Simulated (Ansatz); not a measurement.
Fcc Pt (100), 5 layers, DFT, LDA, PAW with Ansatz's default frozen-core files, scalar-relativistic (Ansatz 0.2.0), on 2 threads of Intel(R) Xeon(R) Platinum 8488C (Sapphire Rapids) (shared host).

Command: `ansatz run input.yaml --threads 2 --pin off --max-ram 4096MiB --backend cpu --events-out ev --progress --plain --runs-dir out`

```yaml
crystal:
  lattice:
    - [2.7543088548, 0.0, 0.0]
    - [0.0, 2.7543088548, 0.0]
    - [0.0, 0.0, 23.7904]
  atoms:
    - { symbol: Pt, position: [0.0, 0.0, 0.3362708936] }
    - { symbol: Pt, position: [0.5, 0.5, 0.4181354465] }
    - { symbol: Pt, position: [0.0, 0.0, 0.5] }
    - { symbol: Pt, position: [0.5, 0.5, 0.5818645535] }
    - { symbol: Pt, position: [0.0, 0.0, 0.6637291064] }
kpoints:
  mp_grid: { grid: [13, 13, 1] }
scf:
  occupations: { method: fermi_dirac, width: 0.1 }
hamiltonian:
  xc: lda
  pseudopotentials: { kind: paw }
output:
  forces: true
  stress: true
  eigenvalues: true
  populations: true
efield:
  axis: 3
  amplitude: 0
  dipole_correction: true
```

Problem. How large is the problem that the program sets up?

Solution. 28 irreducible k-points, 3579 plane waves at Γ, 54 bands.

Problem. About how long does it take, and how much memory?

Solution. 16 s of wall time for 9 SCF iterations, with a peak of 0.56 GiB. Times on shared machines scatter by tens of per cent.
